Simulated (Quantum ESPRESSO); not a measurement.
## GaSiHfO5F (input and log of a self-consistent run)

Simulated, not a measurement. The program is pw.x of Quantum ESPRESSO 7.5 (plane-wave density functional theory). The cell is made up: 9 atoms on a corundum lattice with one site empty, with randomly drawn elements, strain and displacements, not relaxed. PseudoDojo standard norm-conserving files (v0.5 for PBE, v0.4.1 for LDA and PBEsol) set the functional; there is no spin polarisation, spin-orbit coupling or dispersion term, and the masses in the input are unused placeholders.

The hafnium pseudopotential is less sure than the others, with forces about 3 percent (worst 6) and pressure in oxides about 1.5 GPa (worst 2.7) from a second method in checks, which no rerun with the same files tests.

Input:

```
&control calculation='scf', pseudo_dir='./dojo.nc.sr.pbe.v0_5.standard.upf', outdir='./o', disk_io='low', tprnfor=.true., tstress=.true. /
&system ibrav=0, nat=9, ntyp=5, nbnd=39, ecutwfc=105.61755193, nosym=.true., tot_charge=0,
 occupations='smearing', smearing='fd', degauss=0.0018374661
/
&electrons conv_thr=7.350e-09, electron_maxstep=60, /
ATOMIC_SPECIES
F 1.0 F.upf
Ga 1.0 Ga.upf
Hf 1.0 Hf.upf
O 1.0 O.upf
Si 1.0 Si.upf
CELL_PARAMETERS angstrom
2.6842 1.6832 4.9193
-2.7719 1.6363 4.9838
-0.0845 -3.0872 4.8761
ATOMIC_POSITIONS angstrom
Ga -0.2568 0.1242 5.2969
Si -0.2796 0.1828 9.6003
Hf -0.1589 0.2024 12.5756
O -0.9538 1.7158 8.7216
O -0.9882 -1.527 8.5854
O 1.8784 0.2058 8.5752
O 1.0003 -1.6027 6.0629
F 0.6378 1.7073 6.1694
O -1.9068 -0.1662 6.256
K_POINTS automatic
7 7 7 1 1 1
```

The log is shortened where brackets say so; the opening notice, blank lines, dates and the lines on written files are dropped, and the path of the files is cut. It prints rydbergs, bohrs and kilobars, and counts compression as positive stress. With no partly filled state, the Fermi energy that it prints is only some level between the filled and the empty states on the mesh, and need not lie in the true gap.

```
     Program PWSCF v.7.5
     Parallel version (MPI & OpenMP), running on       4 processor cores
     Number of MPI processes:                 4
     Threads/MPI process:                     1
     [start-up lines left out]
     bravais-lattice index     =            0
     lattice parameter (alat)  =      11.0573  a.u.
     unit-cell volume          =     860.6400 (a.u.)^3
     number of atoms/cell      =            9
     number of atomic types    =            5
     number of electrons       =        66.00
     number of Kohn-Sham states=           39
     kinetic-energy cutoff     =     105.6176  Ry
     charge density cutoff     =     422.4702  Ry
     scf convergence threshold =      7.3E-09
     mixing beta               =       0.7000
     number of iterations used =            8  plain     mixing
     Exchange-correlation= PBE
                           (   1   4   3   4   0   0   0)
     [axes and pseudopotential details left out]
   Cartesian axes
     site n.     atom                  positions (alat units)
         1        Ga     tau(   1) = (  -0.0438878   0.0212261   0.9052532  )
         2        Si     tau(   2) = (  -0.0477843   0.0312410   1.6407149  )
         3        Hf     tau(   3) = (  -0.0271564   0.0345907   2.1492010  )
         4        O      tau(   4) = (  -0.1630068   0.2932344   1.4905429  )
         5        O      tau(   5) = (  -0.1688858  -0.2609681   1.4672660  )
         6        O      tau(   6) = (   0.3210232   0.0351717   1.4655228  )
         7        O      tau(   7) = (   0.1709537  -0.2739054   1.0361645  )
         8        F      tau(   8) = (   0.1090016   0.2917818   1.0543656  )
         9        O      tau(   9) = (  -0.3258768  -0.0284040   1.0691658  )
     number of k points=   172  Fermi-Dirac smearing, width (Ry)=  0.0018
     Number of k-points >= 100: set verbosity='high' to print them.
     Dense  grid:   126247 G-vectors     FFT dimensions: (  75,  75,  72)
     Estimated max dynamical RAM per process >     601.62 MB
     Estimated total dynamical RAM >       2.26 GB
     Initial potential from superposition of free atoms
     starting charge      65.9948, renormalised to      66.0000
     Starting wfcs are   47 randomized atomic wfcs
     total cpu time spent up to now is       13.8 secs
     per-process dynamical memory:   526.4 Mb
     Self-consistent Calculation
     iteration #  1     ecut=   105.62 Ry     beta= 0.70
     Davidson diagonalization with overlap
     ethr =  1.00E-02,  avg # of iterations =  2.0
     total cpu time spent up to now is       42.5 secs
     total energy              =    -487.88481502 Ry
     estimated scf accuracy    <       2.70245430 Ry
     iteration #  2     ecut=   105.62 Ry     beta= 0.70
     Davidson diagonalization with overlap
     ethr =  4.09E-03,  avg # of iterations =  3.0
     total cpu time spent up to now is       76.9 secs
     total energy              =    -487.91567231 Ry
     estimated scf accuracy    <       7.29283729 Ry
     iteration #  3     ecut=   105.62 Ry     beta= 0.70
     Davidson diagonalization with overlap
     ethr =  4.09E-03,  avg # of iterations =  2.4
     total cpu time spent up to now is      107.4 secs
     total energy              =    -489.20992841 Ry
     estimated scf accuracy    <       0.32006118 Ry
     iteration #  4     ecut=   105.62 Ry     beta= 0.70
     Davidson diagonalization with overlap
     ethr =  4.85E-04,  avg # of iterations =  2.6
     total cpu time spent up to now is      136.0 secs
     total energy              =    -489.27308062 Ry
     estimated scf accuracy    <       0.03121454 Ry
     iteration #  5     ecut=   105.62 Ry     beta= 0.70
     Davidson diagonalization with overlap
     ethr =  4.73E-05,  avg # of iterations =  3.8
     total cpu time spent up to now is      168.1 secs
     total energy              =    -489.27572209 Ry
     estimated scf accuracy    <       0.01373372 Ry
     [iterations 6 to 10 left out]
     iteration # 11     ecut=   105.62 Ry     beta= 0.70
     Davidson diagonalization with overlap
     ethr =  9.48E-09,  avg # of iterations =  2.0
     total cpu time spent up to now is      339.7 secs
     total energy              =    -489.27908126 Ry
     estimated scf accuracy    <       0.00000055 Ry
     iteration # 12     ecut=   105.62 Ry     beta= 0.70
     Davidson diagonalization with overlap
     ethr =  8.31E-10,  avg # of iterations =  2.7
     total cpu time spent up to now is      365.8 secs
     total energy              =    -489.27908131 Ry
     estimated scf accuracy    <       0.00000010 Ry
     iteration # 13     ecut=   105.62 Ry     beta= 0.70
     Davidson diagonalization with overlap
     ethr =  1.47E-10,  avg # of iterations =  2.6
     total cpu time spent up to now is      394.1 secs
     total energy              =    -489.27908133 Ry
     estimated scf accuracy    <       0.00000001 Ry
     iteration # 14     ecut=   105.62 Ry     beta= 0.70
     Davidson diagonalization with overlap
     ethr =  2.05E-11,  avg # of iterations =  3.2
     total cpu time spent up to now is      422.9 secs
     total energy              =    -489.27908134 Ry
     estimated scf accuracy    <          8.7E-09 Ry
     iteration # 15     ecut=   105.62 Ry     beta= 0.70
     Davidson diagonalization with overlap
     ethr =  1.32E-11,  avg # of iterations =  2.0
     total cpu time spent up to now is      447.7 secs
     End of self-consistent calculation
     Number of k-points >= 100: set verbosity='high' to print the bands.
     the Fermi energy is     5.3937 ev
!    total energy              =    -489.27908134 Ry
     estimated scf accuracy    <          1.1E-09 Ry
     smearing contrib. (-TS)   =      -0.00000000 Ry
     internal energy E=F+TS    =    -489.27908134 Ry
     The total energy is F=E-TS. E is the sum of the following terms:
     one-electron contribution =    -203.24935672 Ry
     hartree contribution      =     139.03370692 Ry
     xc contribution           =    -125.56711825 Ry
     ewald contribution        =    -299.49631329 Ry
     convergence has been achieved in  15 iterations
     Forces acting on atoms (cartesian axes, Ry/au):
     atom    1 type  2   force =    -0.01330087   -0.06306575   -0.04413082
     atom    2 type  5   force =    -0.07674545    0.06338893   -0.04548210
     atom    3 type  3   force =    -0.03930716    0.05527572    0.04272771
     atom    4 type  4   force =     0.05343734   -0.10721309    0.06854342
     atom    5 type  4   force =     0.06231024    0.06200845    0.11039480
     atom    6 type  4   force =    -0.07662970   -0.02074319    0.05628712
     atom    7 type  4   force =     0.10291469    0.07895133   -0.08290370
     atom    8 type  1   force =    -0.01948037    0.00264278   -0.02794354
     atom    9 type  4   force =     0.00680128   -0.07124519   -0.07749290
     Total force =     0.330046     Total SCF correction =     0.000062
     Computing stress (Cartesian axis) and pressure
          total   stress  (Ry/bohr**3)                   (kbar)     P=     -233.64
  -0.00165438  -0.00004334   0.00017667         -243.37       -6.38       25.99
  -0.00004334  -0.00183615  -0.00005330           -6.38     -270.11       -7.84
   0.00017667  -0.00005330  -0.00127421           25.99       -7.84     -187.44
     init_run     :     12.59s CPU     13.06s WALL (       1 calls)
     electrons    :    432.91s CPU    433.90s WALL (       1 calls)
     forces       :      4.10s CPU      4.10s WALL (       1 calls)
     stress       :     16.42s CPU     16.42s WALL (       1 calls)
     [timing details left out]
     PWSCF        :   7m46.89s CPU   7m48.42s WALL
     JOB DONE.
```

In other units: free energy -6656.981 eV for the cell, pressure -23.36 GPa, largest force component 2.838 eV/Å. This run is the check on a run of the same cell at a cutoff of 1143 eV and k mesh 5 x 5 x 5: rerunning at a cutoff of 1437 eV and k mesh 7 x 7 x 7 moved values by no more than 0.003 eV in energy, 0.03 GPa in stress and 0.002 eV/Å in force.